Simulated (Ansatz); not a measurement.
SnO2 (rutile)

```xyz
6
Lattice="4.7692 0.0000 0.0000 0.0000 4.7692 0.0000 0.0000 0.0000 3.2120" Properties=species:S:1:pos:R:3 pbc="T T T"
Sn     0.0000     0.0000     0.0000
Sn     2.3846     2.3846     1.6060
O      1.4607     1.4607     0.0000
O      3.8453     0.9239     1.6060
O      0.9239     3.8453     1.6060
O      3.3085     3.3085     0.0000
```

The slice is a (010) plane (indices of the conventional cell) through the point (0.806, 0.194, 0.500) (fractional), spanned by u = [001] and v = [100] in vectors of this cell: u (3.21 Å) and v (4.77 Å, at 90° to u). It covers one period; positions are fractions (u, v).

Method: PBEsol (plane waves to 420 eV, PAW, scalar-relativistic; Ansatz, a first-principles code). k mesh 7×7×10. Inside the PAW spheres the values are not all-electron values, and peaks at nuclei hang on which shells count as valence. SnO2 was relaxed with its symmetry unable to fall.

Three fields on this plane, each scaled to ten steps between its own extremes (0 low, 9 high; the total valence density on a logarithmic scale, the potential cut 8 eV below its top; x marks points blanked near nuclei; v = 0 in the bottom row):

Map A
```
|xxxxxx63100136xxxxx|
|xxxxx8521001258xxxx|
|xxxxx6310000136xxxx|
|xxxx742000000247xxx|
|xx8642000000002468x|
|6653100000000001356|
|3321000011110000123|
|1110001245542100011|
|0000113678876311000|
|000124689xx98642100|
|0001368xxxxxx863100|
|000247xxxxxxxx74200|
|000258xxxxxxxx85200|
|000257xxxxxxxx75200|
|000147xxxxxxxx74100|
|000136xxxxxxxx63100|
|0000246xxxxxx642000|
|000012456xx65421000|
|0000012333333210000|
|0000011222222110000|
|3221111122221111122|
|6653211222222112356|
|xx8642122222212468x|
|xxxx632222222236xxx|
|xxxxx5322222235xxxx|
|xxxxx7421111247xxxx|
|xxxxxx52111125xxxxx|
|xxxxxx63111136xxxxx|
```

Map B
```
|xxxxxx75322357xxxxx|
|xxxxx8642112468xxxx|
|xxxxx7421001247xxxx|
|xxxx753100001357xxx|
|xx8754210000124578x|
|7665421100001124566|
|5443222222222222344|
|3332223344443322233|
|2222234566665432222|
|112234678xx87643221|
|1123467xxxxxx764321|
|112357xxxxxxxx75321|
|012357xxxxxxxx75321|
|002358xxxxxxxx85320|
|001357xxxxxxxx75310|
|001357xxxxxxxx75310|
|0012468xxxxxx864210|
|001245789xx98754210|
|1112356889988653211|
|2223456789987654322|
|4444456789987654444|
|6666567889988765666|
|xx8877788998877788x|
|xxxx877788887778xxx|
|xxxxx8777777778xxxx|
|xxxxx9776666779xxxx|
|xxxxxx76555567xxxxx|
|xxxxxx75444457xxxxx|
```

Map C
```
|xxxxxx55444455xxxxx|
|xxxxx6666666666xxxx|
|xxxxx7777777777xxxx|
|xxxx788888888887xxx|
|xx6678889999888766x|
|5667889999999988766|
|6667789999999987766|
|5567789999999987765|
|5566789999999987665|
|556778888xx88887765|
|5667787xxxxxx787766|
|667777xxxxxxxx77776|
|777777xxxxxxxx77777|
|777776xxxxxxxx67777|
|778776xxxxxxxx67787|
|888776xxxxxxxx67788|
|8877653xxxxxx356778|
|877654200xx00245677|
|7776430000000034677|
|8775310000000013577|
|7765300000000003567|
|7665200000000002566|
|xx5420000000000245x|
|xxxx200000000002xxx|
|xxxxx0000000000xxxx|
|xxxxx1000000001xxxx|
|xxxxxx21000012xxxxx|
|xxxxxx33211233xxxxx|
```

### Question
Assign the maps to these fields: electron localisation function (ELF); valence electron density; electrostatic potential energy of an electron, from the cell's mean.

### Answer
A is the electron localisation function (ELF); B is the valence electron density; C is the electrostatic potential energy of an electron, from the cell's mean.
